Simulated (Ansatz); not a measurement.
Relaxed-ion elastic tensor of ReW (CsCl type, space group No. 221) in GPa (Voigt order), PBEsol in the plane-wave PAW code Ansatz; density 20.26 g/cm³, 15.16 Å³ per atom.

|  | 1 | 2 | 3 | 4 | 5 | 6 |
|---|---|---|---|---|---|---|
| 1 | 502 | 281 | 281 | 0.0 | 0.0 | 0.0 |
| 2 | 281 | 502 | 281 | 0.0 | 0.0 | 0.0 |
| 3 | 281 | 281 | 502 | 0.0 | 0.0 | 0.0 |
| 4 | 0.0 | 0.0 | 0.0 | 175 | 0.0 | 0.0 |
| 5 | 0.0 | 0.0 | 0.0 | 0.0 | 175 | 0.0 |
| 6 | 0.0 | 0.0 | 0.0 | 0.0 | 0.0 | 175 |

Question: Is the crystal mechanically stable?

Answer: Yes: the smallest eigenvalue of C is 175 GPa.

Question: Work out the Voigt, Reuss and Hill averages.

Answer: K_V = 354, K_R = 354, K_H = 354; G_V = 149, G_R = 142, G_H = 146 GPa.

Question: Give Young's modulus, Poisson's ratio, Pugh's ratio and the universal anisotropy index.

Answer: E = 9KG/(3K + G) = 384 GPa; ν = 0.32; K/G = 2.43 (ductile by the Pugh limit of 1.75); A_U = 5G_V/G_R + K_V/K_R − 6 = 0.26.

Question: Estimate the sound speeds and the Debye temperature.

Answer: v_l = √((K + 4G/3)/ρ) = 5200 m/s, v_t = √(G/ρ) = 2680 m/s, mean 3000 m/s; Θ = (h/k)(3n/4πV)^(1/3) v_m = 361 K.

Question: Give the Zener ratio and Young's modulus along [100], [110] and [111].

Answer: A = 2C44/(C11 − C12) = 1.59; 1/E = S11 − 2(S11 − S12 − S44/2)Γ with Γ = 0, 1/4, 1/3 gives 300, 401, 452 GPa.

Question: Solve the Christoffel equation for the three sound speeds along [100], [110], [111].

Answer: Eigenvalues of C_ijkl n_j n_l equal ρv². In km/s, slowest first: [100] 2.94, 2.94, 4.98; [110] 2.34, 2.94, 5.29; [111] 2.55, 2.55, 5.39.

Space group Pm-3m (CsCl type). The cell is a constructed one: a structure type filled with these elements; neither database checked (COD, Materials Project) lists it. Whether it is the stable phase at ambient conditions was not checked. The PBEsol relaxation kept the symmetry of its start; its stability against distortions is not shown here. No spin polarisation was allowed. As this level gives no gap, shear constants depend on the k-mesh and smearing (Fermi–Dirac, 0.1 eV here). Spin–orbit coupling is left out wherever it is not named.

Potentials: the earlier of the program's two PAW sets. The files were generated under PBE; for other functionals the program regenerates the frozen cores, and for LDA and PBEsol the local potential too.
